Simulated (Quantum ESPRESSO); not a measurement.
# Mg2GaS3F: convergence and cost over cutoff and k mesh

Computed values, not a measurement. The program is pw.x of Quantum ESPRESSO 7.5 (plane-wave density functional theory). The cell is made up: 7 atoms on a zincblende/diamond lattice with one site empty, with randomly drawn elements, strain and displacements, not relaxed. PseudoDojo standard norm-conserving files (v0.5 for PBE, v0.4.1 for LDA and PBEsol) set the functional; there is no spin polarisation, spin-orbit coupling or dispersion term, and the masses in the input are unused placeholders.

Input of the run in row 2:

```
&control calculation='scf', pseudo_dir='./dojo.nc.sr.pbe.v0_5.standard.upf', outdir='./o', disk_io='medium', tprnfor=.true., tstress=.true. /
&system ibrav=0, nat=7, ntyp=4, nbnd=35, ecutwfc=84.00895049, nosym=.true., tot_charge=0,
 occupations='smearing', smearing='fd', degauss=0.0018374661
/
&electrons conv_thr=7.350e-09, electron_maxstep=60, /
ATOMIC_SPECIES
F 1.0 F.upf
Ga 1.0 Ga.upf
Mg 1.0 Mg.upf
S 1.0 S.upf
CELL_PARAMETERS angstrom
5.3798 0.0692 0.0667
0.0692 5.2884 0.0028
0.0667 0.0028 5.2352
ATOMIC_POSITIONS angstrom
Mg 0.0656 2.6892 2.5936
Ga 2.7157 0.0899 2.6306
Mg 2.7333 2.6731 0.0524
S 1.3667 1.2986 1.3159
S 1.4248 3.9703 3.9683
F 4.0469 1.3651 3.9519
S 4.0722 4.0426 1.3019
K_POINTS automatic
4 4 4 1 1 1
```

The same cell was run at these settings. Meshes are shifted by half a step, and differences are from the last row, which is itself not exact.

| cutoff (eV) | k mesh | k points solved | threshold (eV) | free energy less the last row's (eV) | pressure (GPa) | largest stress difference (GPa) | largest force difference (eV/Å) | iterations | wall time (s) | k-point pools | processor |
| --- | --- | --- | --- | --- | --- | --- | --- | --- | --- | --- | --- |
| 800 | 2 x 2 x 2 | 4 | 1e-04 | 2.549 | -20.18 | 23.16 | 0.046 | 7 | 29 | 1 | AMD EPYC, Zen 5 class |
| 1143 | 4 x 4 x 4 | 32 | 1e-07 | 0.002 | 2.76 | 0.01 | 0.005 | 10 | 284 | 1 | AMD EPYC, Zen 5 class |
| 1437 | 6 x 6 x 6 | 108 | 1e-07 | 0.000 | 2.76 | 0.00 | 0.000 | 10 | 146 | 4 | AMD EPYC, Zen 5 class |

Each pool is one process. Wall times include start-up and a band step at six k points, which weighs most on the coarsest meshes. The runs were on shared virtual cores whose load varied, so times are rough.